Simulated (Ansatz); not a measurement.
# Ta: energy along a strain

Ta, Im-3m, a = 3.303 Å (as given, not relaxed at this level: -3.8 GPa). Ansatz: PBEsol, PAW, 420 eV, Γ-centred 20×20×20 mesh on 1 atom, Gaussian smearing 0.15 eV; no spin polarisation. Cell vectors (Å): -1.651 1.651 1.651; 1.651 -1.651 1.651; 1.651 1.651 -1.651. The cell is strained by x per cent times the pattern (1 1 0 0 0 0) in the order xx yy zz yz xz xy (engineering shears), with fractional coordinates held. y is the free energy over the start, V0 = 18.010 Å³/atom.

```tsv
x (%)	y (meV/atom)
-6.00	?
-4.50	71.29
-3.00	21.61
-1.50	-1.34
0.00	0.00
1.50	23.32
3.00	66.07
4.50	125.77
5.25	161.28
6.00	200.24
```

Fit y = c1 x + c2 x² + c3 x³ to the other rows, get the stiffness along the pattern, and predict the missing energy.

Least squares on the rows shown. y = 8.4838 x + 4.8667 x² − 0.11992 x³. The clamped-ion stiffness p·C·p = 2 × 48.67 eV × 160.2 / 18.010 Å³ = 866 GPa (second derivative at the start, which stands under stress). At x = -6.00 the fit asked for gives 150.20 meV/atom. The run gave 150.63 meV/atom, so the fit is 0.43 meV/atom too low, 0.21 % of the span of the series, against an rms of 0.04 meV/atom on the fitted rows. The row lies outside the fitted range. With a term in x⁴ added, a fit to the same known rows predicts 150.20 meV/atom, no real gain.

Spin–orbit coupling is left out, which can shift energies with elements as heavy as these.